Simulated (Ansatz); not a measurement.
TiPd: energy along a strain

TiPd, Pm-3m, a = 3.180 Å (as given, not relaxed at this level: -3.6 GPa). The structure is a COD entry; whether it is the stable form wasn't checked. Ansatz: r2SCAN, PAW, 500 eV, Γ-centred 16×16×16 mesh on 2 atoms, Gaussian smearing 0.15 eV; no spin polarisation. Cell vectors (Å): 3.180 0.000 0.000; 0.000 3.180 0.000; 0.000 0.000 3.180. The cell is strained by x per cent times the pattern (0 0 1 0 0 0) in the order xx yy zz yz xz xy (engineering shears), with fractional coordinates held. y is the free energy over the start, V0 = 16.079 Å³/atom.

```tsv
x (%)	y (meV/atom)
-4.00	-4.17
-3.00	-5.15
-2.00	-4.73
-1.00	-3.00
0.00	0.00
1.00	4.28
2.00	9.87
3.00	?
3.50	20.67
4.00	24.88
```

Problem. Fit y = c1 x + c2 x² + c3 x³ to the other rows, get the stiffness along the pattern, and predict the missing energy.

Solution. Least squares on the rows shown. y = 3.6597 x + 0.64656 x² − 0.0016294 x³. The clamped-ion stiffness p·C·p = 2 × 6.466 eV × 160.2 / 16.079 Å³ = 129 GPa, which is C33 in these axes (C11 of the cubic crystal) (second derivative at the start, which stands under stress). At x = 3.00 the fit asked for gives 16.75 meV/atom. The run gave 16.76 meV/atom, so the fit is 0.01 meV/atom too low, within the rms miss on the fitted rows (0.02 meV/atom).